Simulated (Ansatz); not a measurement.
ZrVSi: hydrostatic pressure series

These are results of DFT PBEsol, scalar-relativistic, plane waves, PAW (Ansatz), not measurements. (420 eV cutoff, 10×10×6 k-mesh, Gaussian smearing of 0.10 eV, no spin polarisation)

Starting point, cell and atoms relaxed:

```xyz
6
Lattice="3.6491 0.0000 0.0000 0.0000 3.6491 0.0000 0.0000 0.0000 7.1775" Properties=species:S:1:pos:R:3 pbc="T T T"
Zr    1.8245    0.0000    4.6003
Zr    0.0000    1.8245    2.5772
V     0.0000    0.0000    0.0000
V     1.8245    1.8245    0.0000
Si    1.8245    0.0000    1.7622
Si    0.0000    1.8245    5.4153
```

Cell and atoms are relaxed at each pressure within the symmetry of the start, at zero temperature, so transitions that lower the symmetry aren't seen. The k-mesh given is that at zero pressure and may differ at others. a, b and c are the lengths of the cell vectors above.

Pressures computed: -2, 2, 5, 10, 20, 40 GPa.

Task: At which pressure does the cell have a = 3.437, b = 3.437 and c = 6.815 Å?

Result: About 40 GPa, where V/V0 = 0.842.